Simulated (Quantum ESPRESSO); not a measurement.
ZnAl3ON3, finding a planted mistake in a log

Computed values, not a measurement. The program is pw.x of Quantum ESPRESSO 7.5 (plane-wave density functional theory). The cell is made up: 8 atoms on a wurtzite lattice, with randomly drawn elements, strain and displacements, not relaxed. PseudoDojo standard norm-conserving files (v0.5 for PBE, v0.4.1 for LDA and PBEsol) set the functional; there is no spin polarisation, spin-orbit coupling or dispersion term, and the masses in the input are unused placeholders.

Intended input:

```
&control calculation='scf', pseudo_dir='./dojo.nc.sr.pbe.v0_5.standard.upf', outdir='./o', disk_io='medium', tprnfor=.true., tstress=.true. /
&system ibrav=0, nat=8, ntyp=4, nbnd=31, ecutwfc=84.00895049, nosym=.true., tot_charge=0,
 occupations='smearing', smearing='fd', degauss=0.0018374661
/
&electrons conv_thr=7.350e-09, electron_maxstep=60, /
ATOMIC_SPECIES
Al 1.0 Al.upf
N 1.0 N.upf
O 1.0 O.upf
Zn 1.0 Zn.upf
CELL_PARAMETERS angstrom
3.1364 0.0303 -0.0074
0.0524 5.3648 0.0328
-0.012 0.0309 5.0892
ATOMIC_POSITIONS angstrom
Zn 0.0412 0.06 0.0379
Al 1.4989 2.6871 0.0665
Al 1.5695 0.8769 2.6417
Al 0.1232 3.5092 2.3575
O 0.0118 -0.0172 1.9219
N 1.5692 2.6955 1.9322
N 1.6935 0.8655 4.4438
N -0.0415 3.7694 4.5854
K_POINTS automatic
6 4 4 1 1 1
```

The log is shortened where brackets say so; the opening notice, blank lines, dates and the lines on written files are dropped, and the path of the files is cut. It prints rydbergs, bohrs and kilobars, and counts compression as positive stress. Where no state is partly filled, the Fermi energy that it prints is only some level between the filled and the empty states on the mesh, and need not lie in the true gap.

Log of the intended run:

```
     Program PWSCF v.7.5
     Parallel version (MPI & OpenMP), running on       1 processor cores
     Number of MPI processes:                 1
     Threads/MPI process:                     1
     [start-up lines left out]
     bravais-lattice index     =            0
     lattice parameter (alat)  =       5.9272  a.u.
     unit-cell volume          =     577.7919 (a.u.)^3
     number of atoms/cell      =            8
     number of atomic types    =            4
     number of electrons       =        50.00
     number of Kohn-Sham states=           31
     kinetic-energy cutoff     =      84.0090  Ry
     charge density cutoff     =     336.0358  Ry
     scf convergence threshold =      7.3E-09
     mixing beta               =       0.7000
     number of iterations used =            8  plain     mixing
     Exchange-correlation= PBE
                           (   1   4   3   4   0   0   0)
     [axes and pseudopotential details left out]
   Cartesian axes
     site n.     atom                  positions (alat units)
         1        Zn     tau(   1) = (   0.0131354   0.0191293   0.0120833  )
         2        Al     tau(   2) = (   0.4778810   0.8567042   0.0212016  )
         3        Al     tau(   3) = (   0.5003897   0.2795742   0.8422297  )
         4        Al     tau(   4) = (   0.0392788   1.1188071   0.7516208  )
         5        O      tau(   5) = (   0.0037621  -0.0054837   0.6127423  )
         6        N      tau(   6) = (   0.5002941   0.8593823   0.6160262  )
         7        N      tau(   7) = (   0.5399236   0.2759397   1.4167773  )
         8        N      tau(   8) = (  -0.0132311   1.2017643   1.4619224  )
     number of k points=    48  Fermi-Dirac smearing, width (Ry)=  0.0018
                       cart. coord. in units 2pi/alat
        k(    1) = (   0.0828250   0.0718033   0.0767988), wk =   0.0416667
        k(    2) = (   0.0831977   0.0708576   0.2308844), wk =   0.0416667
     [further k points left out]
     Dense  grid:    60087 G-vectors     FFT dimensions: (  36,  60,  60)
     Estimated max dynamical RAM per process >      75.76 MB
     Initial potential from superposition of free atoms
     starting charge      49.9925, renormalised to      50.0000
     Starting wfcs are   38 randomized atomic wfcs
     total cpu time spent up to now is       10.8 secs
     per-process dynamical memory:    51.3 Mb
     Self-consistent Calculation
     iteration #  1     ecut=    84.01 Ry     beta= 0.70
     Davidson diagonalization with overlap
     ethr =  1.00E-02,  avg # of iterations =  3.2
     total cpu time spent up to now is       37.5 secs
     total energy              =    -526.68629873 Ry
     estimated scf accuracy    <       2.39439181 Ry
     iteration #  2     ecut=    84.01 Ry     beta= 0.70
     Davidson diagonalization with overlap
     ethr =  4.79E-03,  avg # of iterations =  3.2
     total cpu time spent up to now is       58.5 secs
     total energy              =    -527.29533880 Ry
     estimated scf accuracy    <       2.35778962 Ry
     [iterations 3 to 10 left out]
     iteration # 11     ecut=    84.01 Ry     beta= 0.70
     Davidson diagonalization with overlap
     ethr =  4.24E-10,  avg # of iterations =  2.0
     total cpu time spent up to now is      229.8 secs
     total energy              =    -527.75080933 Ry
     estimated scf accuracy    <       0.00000002 Ry
     iteration # 12     ecut=    84.01 Ry     beta= 0.70
     Davidson diagonalization with overlap
     ethr =  3.22E-11,  avg # of iterations =  3.0
     total cpu time spent up to now is      244.8 secs
     End of self-consistent calculation
     [lines on levels left out]
     the Fermi energy is    10.7483 ev
!    total energy              =    -527.75080933 Ry
     estimated scf accuracy    <          3.2E-09 Ry
     smearing contrib. (-TS)   =      -0.00000000 Ry
     internal energy E=F+TS    =    -527.75080933 Ry
     The total energy is F=E-TS. E is the sum of the following terms:
     one-electron contribution =    -450.02939561 Ry
     hartree contribution      =     249.66324956 Ry
     xc contribution           =     -78.87705369 Ry
     ewald contribution        =    -248.50760960 Ry
     convergence has been achieved in  12 iterations
     Forces acting on atoms (cartesian axes, Ry/au):
     atom    1 type  4   force =     0.08324119    0.04589658   -0.03691152
     atom    2 type  1   force =     0.03543879    0.01634406   -0.12840877
     atom    3 type  1   force =     0.00773511    0.01829426    0.01215503
     atom    4 type  1   force =    -0.13352727    0.06320180    0.13317650
     atom    5 type  3   force =     0.00592387    0.01236431    0.12264375
     atom    6 type  2   force =     0.10660963   -0.07652350   -0.00796887
     atom    7 type  2   force =    -0.10431550    0.15475577   -0.03265085
     atom    8 type  2   force =    -0.00110582   -0.23433327   -0.06203525
     Total force =     0.442363     Total SCF correction =     0.000092
     Computing stress (Cartesian axis) and pressure
          total   stress  (Ry/bohr**3)                   (kbar)     P=      106.60
   0.00093913  -0.00054968   0.00008450          138.15      -80.86       12.43
  -0.00054968   0.00081192   0.00001749          -80.86      119.44        2.57
   0.00008450   0.00001749   0.00042287           12.43        2.57       62.21
     init_run     :     10.05s CPU     10.71s WALL (       1 calls)
     electrons    :    221.51s CPU    233.97s WALL (       1 calls)
     forces       :      2.42s CPU      2.45s WALL (       1 calls)
     stress       :     10.00s CPU     10.04s WALL (       1 calls)
     [timing details left out]
     PWSCF        :   4m 4.15s CPU   4m17.43s WALL
     JOB DONE.
```

A second run was made from an input with one planted mistake. Its log:

```
     Program PWSCF v.7.5
     Parallel version (MPI & OpenMP), running on       1 processor cores
     Number of MPI processes:                 1
     Threads/MPI process:                     1
     [start-up lines left out]
     bravais-lattice index     =            0
     lattice parameter (alat)  =       5.9272  a.u.
     unit-cell volume          =     577.7919 (a.u.)^3
     number of atoms/cell      =            8
     number of atomic types    =            4
     number of electrons       =        50.00
     number of Kohn-Sham states=           31
     kinetic-energy cutoff     =      42.9232  Ry
     charge density cutoff     =     171.6928  Ry
     scf convergence threshold =      7.3E-09
     mixing beta               =       0.7000
     number of iterations used =            8  plain     mixing
     Exchange-correlation= PBE
                           (   1   4   3   4   0   0   0)
     [axes and pseudopotential details left out]
   Cartesian axes
     site n.     atom                  positions (alat units)
         1        Zn     tau(   1) = (   0.0131354   0.0191293   0.0120833  )
         2        Al     tau(   2) = (   0.4778810   0.8567042   0.0212016  )
         3        Al     tau(   3) = (   0.5003897   0.2795742   0.8422297  )
         4        Al     tau(   4) = (   0.0392788   1.1188071   0.7516208  )
         5        O      tau(   5) = (   0.0037621  -0.0054837   0.6127423  )
         6        N      tau(   6) = (   0.5002941   0.8593823   0.6160262  )
         7        N      tau(   7) = (   0.5399236   0.2759397   1.4167773  )
         8        N      tau(   8) = (  -0.0132311   1.2017643   1.4619224  )
     number of k points=    48  Fermi-Dirac smearing, width (Ry)=  0.0018
                       cart. coord. in units 2pi/alat
        k(    1) = (   0.0828250   0.0718033   0.0767988), wk =   0.0416667
        k(    2) = (   0.0831977   0.0708576   0.2308844), wk =   0.0416667
     [further k points left out]
     Dense  grid:    21939 G-vectors     FFT dimensions: (  25,  45,  45)
     Estimated max dynamical RAM per process >      30.10 MB
     Check: negative core charge=   -0.000288
     Initial potential from superposition of free atoms
     starting charge      49.9925, renormalised to      50.0000
     Starting wfcs are   38 randomized atomic wfcs
     total cpu time spent up to now is        5.0 secs
     per-process dynamical memory:    22.7 Mb
     Self-consistent Calculation
     iteration #  1     ecut=    42.92 Ry     beta= 0.70
     Davidson diagonalization with overlap
     ethr =  1.00E-02,  avg # of iterations =  3.1
     total cpu time spent up to now is       16.1 secs
     total energy              =    -524.18907329 Ry
     estimated scf accuracy    <       2.72562360 Ry
     iteration #  2     ecut=    42.92 Ry     beta= 0.70
     Davidson diagonalization with overlap
     ethr =  5.45E-03,  avg # of iterations =  2.5
     total cpu time spent up to now is       25.5 secs
     total energy              =    -524.96918331 Ry
     estimated scf accuracy    <       2.13747674 Ry
     [iterations 3 to 10 left out]
     iteration # 11     ecut=    42.92 Ry     beta= 0.70
     Davidson diagonalization with overlap
     ethr =  2.41E-10,  avg # of iterations =  3.3
     total cpu time spent up to now is       98.6 secs
     total energy              =    -525.38053217 Ry
     estimated scf accuracy    <       0.00000002 Ry
     iteration # 12     ecut=    42.92 Ry     beta= 0.70
     Davidson diagonalization with overlap
     ethr =  3.56E-11,  avg # of iterations =  2.0
     total cpu time spent up to now is      106.1 secs
     End of self-consistent calculation
     [lines on levels left out]
     the Fermi energy is    10.5697 ev
!    total energy              =    -525.38053217 Ry
     estimated scf accuracy    <          3.8E-09 Ry
     smearing contrib. (-TS)   =      -0.00000000 Ry
     internal energy E=F+TS    =    -525.38053217 Ry
     The total energy is F=E-TS. E is the sum of the following terms:
     one-electron contribution =    -442.47375548 Ry
     hartree contribution      =     243.73797851 Ry
     xc contribution           =     -78.13714558 Ry
     ewald contribution        =    -248.50760962 Ry
     convergence has been achieved in  12 iterations
     Forces acting on atoms (cartesian axes, Ry/au):
     atom    1 type  4   force =     0.08955545    0.05373659   -0.03154147
     atom    2 type  1   force =     0.03678478    0.01682268   -0.12858184
     atom    3 type  1   force =     0.00896875    0.01837516    0.01026678
     atom    4 type  1   force =    -0.13391615    0.06373902    0.13321171
     atom    5 type  3   force =     0.00334365    0.01150436    0.11823839
     atom    6 type  2   force =     0.10902191   -0.07822662   -0.00874437
     atom    7 type  2   force =    -0.11506135    0.15507760   -0.03041901
     atom    8 type  2   force =     0.00130295   -0.24102879   -0.06243020
     Total force =     0.450278     Total SCF correction =     0.000281
     Computing stress (Cartesian axis) and pressure
          total   stress  (Ry/bohr**3)                   (kbar)     P=    -2559.11
  -0.01720707  -0.00057815   0.00011386        -2531.25      -85.05       16.75
  -0.00057815  -0.01732980   0.00005397          -85.05    -2549.30        7.94
   0.00011386   0.00005397  -0.01765254           16.75        7.94    -2596.78
     init_run     :      3.05s CPU      4.87s WALL (       1 calls)
     electrons    :     95.07s CPU    101.10s WALL (       1 calls)
     forces       :      1.22s CPU      1.24s WALL (       1 calls)
     stress       :      4.32s CPU      4.34s WALL (       1 calls)
     [timing details left out]
     PWSCF        :   1m43.82s CPU   1m51.85s WALL
     JOB DONE.
```

Question: what was wrong in the second input?

Answer: the plane-wave cutoff is too low. The input lines that differ, file-writing options aside:

```
- &system ibrav=0, nat=8, ntyp=4, nbnd=31, ecutwfc=84.00895049, nosym=.true., tot_charge=0,
+ &system ibrav=0, nat=8, ntyp=4, nbnd=31, ecutwfc=42.92320830, nosym=.true., tot_charge=0,
```

|  | intended run | run with the mistake |
| --- | --- | --- |
| free energy (eV) | -7180.416 | -7148.166 |
| smearing term -TS (eV) | 0.0000 | 0.0000 |
| pressure (GPa) | 10.66 | -255.91 |
| largest force component (eV/Å) | 6.025 | 6.197 |
| largest change of a force component (eV/Å) |  | 0.276 |
| iterations | 12 | 12 |

For scale, a rerun of the intended cell at 1437 eV and a 8 x 6 x 6 mesh moved values by no more than 0.002 eV in energy, 0.03 GPa in stress and 0.002 eV/Å in force.